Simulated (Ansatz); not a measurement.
Pt (fcc, Cu type)

```
CELL_PARAMETERS angstrom
      3.97009     0.00000     0.00000
      0.00000     3.97009     0.00000
      0.00000     0.00000     3.97009
ATOMIC_POSITIONS crystal
  Pt 0.00000 0.00000 0.00000
  Pt 0.50000 0.50000 0.00000
  Pt 0.50000 0.00000 0.50000
  Pt 0.00000 0.50000 0.50000
```

In each cell atom 3 (Pt, nearest neighbour Pt at 2.807 Å; its periodic images, 4.0 Å or more away, move with it) moves by s·(-0.707, 0.000, -0.707) (towards the nearest neighbour), the rest being held.

The numbers are results of PBE (plane waves to 420 eV, PAW, scalar-relativistic; Ansatz, a program for electronic structure), not measurements. k mesh 10×10×10 (Γ-centred), Fermi-Dirac smearing 0.05 eV. With partly filled bands, energies and forces of such displacements shift with the k mesh and the smearing. F∥ is the force on the atom along that direction. Pt is run without spin polarisation. Pt was relaxed with its symmetry unable to fall. Spin-orbit coupling is left out, though Pt is heavy. The PAW data are Ansatz's earlier set. 

| s (Å) | F∥ (eV/Å) |
|---|---|
| -0.560 | 9.549 |
| -0.448 | 6.336 |
| -0.336 | 4.155 |
| -0.224 | 2.596 |
| -0.112 | 1.267 |
| 0.000 | 0.000 |
| 0.112 | -1.267 |
| 0.224 | -2.596 |
| 0.336 | -4.155 |
| 0.448 | -6.336 |
| 0.560 | -9.549 |

Problem. What is the force constant k = d²E/ds² of this move at s = 0?

Solution. 11.2 eV/Å². The forces along the line at the two nearest points give (1.267 − (-1.267)) / (2·0.112) = 11.31 eV/Å²; the next pair corrects for the finite step.

(A displaced cell: forces are minus the slopes of the energy, force constants its curvatures, and phonons follow from these.)
